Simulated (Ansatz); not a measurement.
In:
```
In
1.0
   -1.61043     1.61043     2.52593
    1.61043    -1.61043     2.52593
    1.61043     1.61043    -2.52593
In
1
Direct
  0.00000   0.00000   0.00000
```

Relaxed with r²SCAN. Special points in fractions of this cell's reciprocal vectors: Γ (0.000, 0.000, 0.000); X (0.000, 0.000, 0.500); P (0.250, 0.250, 0.250); N (0.000, 0.500, 0.000); M (0.500, 0.500, -0.500); S (0.352, 0.648, -0.352); S0 (-0.352, 0.352, 0.352); R (-0.203, 0.203, 0.500); G (0.500, 0.500, -0.203).

Q: List the band energies nearest the Fermi level at these points for r²SCAN in the plane-wave PAW code Ansatz.

A: In eV from the Fermi level; about four levels below and three above (degenerate sets whole), none deeper than 8.9 eV; … stands for higher levels left out; points with the same levels are listed once.

```tsv
k	below	above
Γ	–	11.13 11.13 11.40
X	-2.07 -1.37	3.44 4.19 …
P	-0.97 -0.15 -0.15	2.05 …
N	-4.45 -3.57	7.51 10.02 …
M	-3.33 -3.06	5.29 5.29 …
S	-2.69 -1.35 -0.75	6.95 …
R	-1.61 -0.42	0.21 1.44 …
```

Space group I4/mmm (body-centred tetragonal). Symmetry was held in the r²SCAN relaxation. Spin–orbit coupling is left out wherever it is not named.

Potentials: the later of the program's two PAW sets.
